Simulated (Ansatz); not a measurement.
Cs, DFT, PBE, all-electron LAPW, Dirac equation with spin-orbit coupling (Ansatz 0.2.0), run on 1 thread of Arm Neoverse V2 on a shared host.

The cell is the one relaxed in the Materials Project (mp-1), not relaxed further here; entries there can be hypothetical.

Command: `ansatz run input.yaml --threads 1 --pin off --max-ram 2048MiB --backend cpu --events-out ev --progress --plain --runs-dir out`

```yaml
crystal:
  lattice:
    - [-3.1284650614, 3.1284650614, 3.1284650614]
    - [3.1284650614, -3.1284650614, 3.1284650614]
    - [3.1284650614, 3.1284650614, -3.1284650614]
  atoms:
    - { symbol: Cs, position: [0.0, 0.0, 0.0] }
kpoints:
  mp_grid: { grid: [9, 9, 9] }
  band_path:
    path:
      - [0.0, 0.0, 0.0]
      - [0.5, -0.5, 0.5]
      - [0.0, 0.0, 0.5]
      - [0.0, 0.0, 0.0]
      - [0.25, 0.25, 0.25]
      - [0.5, -0.5, 0.5]
      - [0.25, 0.25, 0.25]
      - [0.0, 0.0, 0.5]
    npoints: 5
scf:
  occupations: { method: fermi_dirac, width: 0.03 }
hamiltonian:
  xc: pbe
  pseudopotentials: { kind: all_electron, lapw: { basis_error: 0.001 } }
output:
  forces: true
  stress: true
  eigenvalues: true
magnetization:
  noncollinear: true
  spin_orbit: true
```

(1) How large is the problem that the program sets up?

(2) About how long does it take?

(3) And the same cell and mesh by PAW with the default files, asked for forces, stress, eigenvalues, efg, write_density, write_potential, elf, noncollinear, spin_orbit and the same band path, on the same hardware?

Results:

(1) 35 irreducible k-points, 79 plane waves at Γ, 28 bands.

(2) 13 s of wall time for 5 SCF iterations. Times on shared machines scatter by tens of per cent.

(3) 22 s.
